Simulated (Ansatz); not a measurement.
## From the elastic tensor of Ag to moduli and sound speeds

Level of theory: Ansatz, DFT PBE, scalar-relativistic, plane waves, PAW. Settings: 420 eV plane-wave cutoff, Γ-centred 24×24×24 mesh, Fermi-Dirac smearing of 0.15 eV. No spin polarisation.

Space group Fm-3m (No. 225), cubic, a = 4.148 Å. Ag has 12 Ag at 2.93 Å.

The cell has the fcc type, in a space group that the Crystallography Open Database lists for this formula; it was reached from a generator's guess. In a metal, frequencies and elastic constants depend on the k mesh and the smearing, soft modes and shear constants most.

Relaxed-ion constants (GPa, on the Cartesian axes of the calculation):
C11 = 112.0, C12 = 80.5, C13 = 80.5, C22 = 112.0, C23 = 80.5, C33 = 112.0, C44 = 43.4, C55 = 43.4, C66 = 43.4 GPa; the others vanish.

Density 10.037 g/cm³; 1 atom in 17.85 Å³.

With S = C⁻¹: B_V = (C11+C22+C33+2(C12+C13+C23))/9, G_V = (C11+C22+C33−C12−C13−C23+3(C44+C55+C66))/15, 1/B_R = S11+S22+S33+2(S12+S13+S23), 15/G_R = 4(S11+S22+S33−S12−S13−S23)+3(S44+S55+S66); Hill is their mean. Then v_l = √((B+4G/3)/ρ), v_t = √(G/ρ), v_m = [(2/v_t³+1/v_l³)/3]^(−1/3) and Θ = (ħ/k_B)·v_m·(6π²n/V)^(1/3) for n atoms in the volume V; E = 9BG/(3B+G), ν = (3B−2G)/(2(3B+G)) and A^U = 5G_V/G_R + B_V/B_R − 6.

```json
{"Bulk modulus, Voigt / Reuss / Hill": "91.0 / 91.0 / 91.0 GPa", "Shear modulus, Voigt / Reuss / Hill": "32.3 / 25.5 / 28.9 GPa", "Young's modulus": "78 GPa", "Poisson ratio": "0.356", "Pugh ratio B/G": "3.15 (over 1.75, the rule of thumb for ductile)", "Universal anisotropy index": "1.34", "Longitudinal and transverse sound speeds": "3593 and 1697 m/s", "Debye temperature from the mean sound speed": "218 K"}
```
